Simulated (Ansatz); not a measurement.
C (P6_3/mmc), an elastic constant from a strain scan

These are results of DFT r2SCAN, scalar-relativistic, plane waves, PAW in Ansatz, not measurements. The runs took a 500 eV cutoff, a Γ-centred 24×24×8 mesh and Gaussian smearing (0.15 eV). No spin polarisation. Energies are free energies at this smearing, counted from the undisturbed cell; pressure is positive in compression.

The starting cell (relaxed at this level):

```xyz
4
Lattice="2.4559 0.0000 0.0000 -1.2279 2.1269 0.0000 0.0000 0.0000 7.0498" Properties=species:S:1:pos:R:3 pbc="T T T"
C     0.0000    0.0000    0.0176
C     0.0000    0.0000    3.5425
C     0.0000    1.4179    0.0176
C     1.2279    0.7090    3.5425
```

The cell holds layers and no dispersion correction was added, so their binding is poorly described.

The cell is strained by ε times the Voigt pattern (0, 0, 1, 0, 0, 0) (xx, yy, zz, yz, xz, xy; engineering shear) with fractional coordinates fixed. The cell holds 4 atoms in V0 = 36.82 Å³. The stress column is τ = (1/V0) dE/dε, got from the stress tensor σ (compression positive) at each point as −det(1 + εP) σ : P(1 + εP)⁻¹, with P the pattern as a tensor.

```
      ε  ΔE (meV/atom)  τ (GPa)
-0.0400          1.282   -1.210
-0.0300          0.695   -0.846
-0.0200          0.302   -0.530
-0.0100          0.078   -0.257
 0.0000          0.000   -0.022
 0.0100          0.046    0.179
 0.0200          0.199    0.349
 0.0300          0.442    0.491
 0.0350          0.592    0.553
 0.0400              ?        ?
```

Question: Which combination of elastic constants does this scan measure, and how large is it?

Answer: For small ε, τ = τ0 + Kε with K = pᵀCp, which for this pattern is C33 in the Cartesian frame shown. The parabola through τ at ε = -0.0100, 0 and 0.0100 has slope K = 21.8 GPa at zero. The energies per cell, E = NΔE, of the wider pair ε = ±0.0300 give K = 2[E(ε₊)/ε₊ − E(ε₋)/ε₋]/[(ε₊ − ε₋)V0] = 22.0 GPa, in agreement.

Question: Predict the withheld row at ε = 0.0400 from the harmonic law, and compare.

Answer: ΔE = V0(τ0 ε + Kε²/2)/N = 0.950 meV/atom and τ = 0.85 GPa. The calculation gives 0.759 meV/atom and 0.61 GPa: the energy lies 20 % below the harmonic value, as bonds soften when stretched.

In a metal these slopes depend on the k mesh and the smearing.

Cost: 10 runs of about 2 core-minutes in all, on Intel Xeon Processor @ 2.70GHz (shared hosts).